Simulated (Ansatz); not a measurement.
ScNi₃N:
```cif
data_NNi3Sc
_chemical_formula_sum 'Sc1 Ni3 N1'
_space_group_name_H-M_alt 'P 1'
_space_group_IT_number 1
_cell_length_a 3.83920
_cell_length_b 3.83920
_cell_length_c 3.83920
_cell_angle_alpha 90.000
_cell_angle_beta 90.000
_cell_angle_gamma 90.000
loop_
_space_group_symop_operation_xyz
  'x, y, z'
loop_
_atom_site_label
_atom_site_type_symbol
_atom_site_fract_x
_atom_site_fract_y
_atom_site_fract_z
_atom_site_occupancy
Sc1 Sc 0.00000 0.00000 0.00000 1
Ni1 Ni 0.00000 0.50000 0.50000 1
Ni2 Ni 0.50000 0.00000 0.50000 1
Ni3 Ni 0.50000 0.50000 0.00000 1
N1 N 0.50000 0.50000 0.50000 1
```

Relaxed with r²SCAN.

Problem. Tabulate the valence density and the electron localisation function along the shortest Ni–Ni contact (2.71 Å), r²SCAN (plane waves, PAW; program Ansatz).

Solution. 

| distance from Ni (Å) | density (e/Å³) | ELF |
|---|---|---|
| 0.27 | 32.18 | 0.92 |
| 0.41 | 14.69 | 0.70 |
| 0.54 | 5.76 | 0.41 |
| 0.68 | 2.22 | 0.25 |
| 0.81 | 0.91 | 0.17 |
| 0.95 | 0.47 | 0.14 |
| 1.09 | 0.33 | 0.14 |
| 1.22 | 0.27 | 0.17 |
| 1.36 | 0.26 | 0.19 |
| 1.49 | 0.27 | 0.17 |
| 1.63 | 0.33 | 0.14 |
| 1.76 | 0.47 | 0.14 |
| 1.90 | 0.91 | 0.17 |
| 2.04 | 2.22 | 0.25 |
| 2.17 | 5.76 | 0.41 |
| 2.31 | 14.69 | 0.70 |
| 2.44 | 32.18 | 0.92 |

The density is the valence pseudo-density with augmentation charge, so density and ELF within about 1 Å of a nucleus are not all-electron values.

Space group Pm-3m (anti-perovskite). The start of the workflow was typed in or built on a structure type; neither database checked (COD, Materials Project) lists it. Whether it is the stable phase at ambient conditions was not checked. The cell was relaxed with r²SCAN under the symmetry of its start; whether a distortion lowers the energy is not shown. The workflow began spin-polarised and lost its moments.

Potentials: the earlier of the program's two PAW sets. The files were generated under PBE; for other functionals the program regenerates the frozen cores, and for LDA and PBEsol the local potential too.
